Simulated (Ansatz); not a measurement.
Values for one crystal, relaxed and computed with DFT-r²SCAN in the program Ansatz with PAW potentials; other levels are named.

- Volume per atom = 37.75 Å³
- Electronic character = metallic (no gap)
- Elastic constants (relaxed ions, GPa) = C11 = 11.4, C12 = 7.7, C13 = 3.7, C33 = 16.0, C44 = 2.7
- Bulk modulus (Birch–Murnaghan fit) = 7.6 GPa
- Highest zone-centre frequency = 137 cm^-1
- Density of states at the Fermi level = 0.48 states/eV per atom (mean over ±0.08 eV)
- Mechanical stability = stable (all eigenvalues of C positive)

Problem. Which compound is it?
A) Fe, simple cubic
B) Na, hcp (Mg type)
C) Co, dhcp (α-La type)
D) Rh, simple cubic

Solution. B, Na, hcp (Mg type)

Space group P6_3/mmc (hcp (Mg type)). The first step of the workflow began from a Materials Project structure, measured or hypothetical; the Crystallography Open Database files this formula in space group No. 194, but the cells were not matched. It is not the phase usual at ambient conditions (space group No. 229). The cell keeps a stress of up to 0.2 GPa. The cell was relaxed with r²SCAN under the symmetry of its start; of distortions, only those at the zone centre were tested. As this level gives no gap, shear constants depend on the k-mesh and smearing (Fermi–Dirac, 0.1 eV here). As this level gives no gap, phonon frequencies hold no LO–TO term and depend on the k-mesh and smearing (Fermi–Dirac, 0.1 eV here).

Potentials: the later of the program's two PAW sets.
